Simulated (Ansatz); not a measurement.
Relaxed GaP (zinc blende):

```xyz
4
Lattice="0.0000 5.5060 5.5060 2.7530 0.0000 2.7530 2.7530 2.7530 0.0000" Properties=species:S:1:pos:R:3 pbc="T T T"
P      4.1295     4.1295     4.1295
P      4.1295     6.8825     6.8825
Ga     0.0000     0.0000     0.0000
Ga     0.0000     2.7530     2.7530
```

These are PBE (plane waves to 420 eV, PAW, scalar-relativistic; Ansatz, a program for electronic structure) values and carry that method's errors. k mesh 4×8×8 (Γ-centred), Fermi-Dirac smearing 0.05 eV. As the smearing reaches across the gap at some points, energies and forces of such displacements shift with the k mesh and the smearing. GaP was relaxed with its symmetry unable to fall.

One atom of the cell was then moved (with its periodic images), all else fixed, and the forces (eV/Å) came out as:

| atom | Fx | Fy | Fz |
|---|---|---|---|
| P1 | 1.800 | -1.047 | 1.865 |
| P2 | 0.183 | -0.077 | 0.062 |
| Ga3 | -0.046 | 0.029 | -0.047 |
| Ga4 | -1.937 | 1.095 | -1.880 |

**Question.** Which atom was moved, and by which vector (Å)?

**Answer.** Ga4, by (0.20, 0.00, 0.20), 0.28 Å in all.

(For displaced atoms, the force is minus the slope of the energy, and its curvature is a force constant, which sets phonon frequencies.)
